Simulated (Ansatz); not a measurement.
Q: Ru (hcp (Mg type), space group No. 194) is relaxed with DFT-r²SCAN in the program Ansatz with PAW potentials. What lattice parameters of the conventional cell result?

A: a = 2.705 Å, c = 4.266 Å.

Space group P6_3/mmc (hcp (Mg type)). The r²SCAN relaxation kept the symmetry of its start. The run is not spin-polarised. Axis ratios of metals converge slowly with the k-mesh, so a and c are less sure than the volume.

Potentials: the earlier of the program's two PAW sets.
